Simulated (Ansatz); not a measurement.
## TiAl, first-principles data

TiAl:
```yaml
crystal:
  lattice:
    - [1.42529, 0.82289, 4.63588]
    - [-1.42529, 0.82289, 4.63588]
    - [0.00000, -1.64579, 4.63588]
  atoms:
    - { symbol: Al, position: [0.00000, 0.00000, 0.00000] }
    - { symbol: Ti, position: [0.50000, 0.50000, 0.50000] }
```

Space group R-3m (No. 166); conventional cell a = b = 2.8506 Å, c = 13.9076 Å, α = β = 90.00°, γ = 120.00°.

Method: PBEsol (plane waves, PAW; program Ansatz). Structure relaxed to zero pressure with the same functional. Other levels are named where they apply.

**Cell and energy**

| Item | Value |
|---|---|
| Volume per atom | 16.31 Å³ |
| Density | 3.81 g/cm³ |
| Formation energy from the elements (no fitted shifts) | -0.18 eV/atom |

**Electronic structure**

| Quantity | Value |
|---|---|
| Electronic character | metallic (no gap) |
| Density of states at the Fermi level | 1.00 states/eV per atom (mean over ±0.08 eV) |

**Mechanics**

| Property | Value |
|---|---|
| Bulk modulus (Birch–Murnaghan fit) | 1080 kbar |
| Pressure derivative B′ | 3.8 |
| Elastic constants (relaxed ions, GPa) | C11 = 164, C12 = 79.4, C13 = 66.3, C14 = -66.2, C33 = 232, C44 = 27.4 |
| Mechanical stability | unstable (C has a negative eigenvalue) |

**Phonons**

| Quantity | Value |
|---|---|
| Highest zone-centre frequency | 40.4 meV |
| Zone-centre stability | no imaginary mode at Γ |

The cell is a constructed one: a structure type filled with these elements; neither database checked (COD, Materials Project) lists it. It is not the phase usual at ambient conditions (space group No. 123). Symmetry was held in the PBEsol relaxation. No spin polarisation was allowed. As this level gives no gap, shear constants depend on the k-mesh and smearing (Fermi–Dirac, 0.1 eV here). As this level gives no gap, phonon frequencies hold no LO–TO term and depend on the k-mesh and smearing (Fermi–Dirac, 0.1 eV here). Axis ratios of metals converge slowly with the k-mesh, so a and c are less sure than the volume. The references are the lowest solids computed at this level, not always the standard phases.

Potentials: the later of the program's two PAW sets.
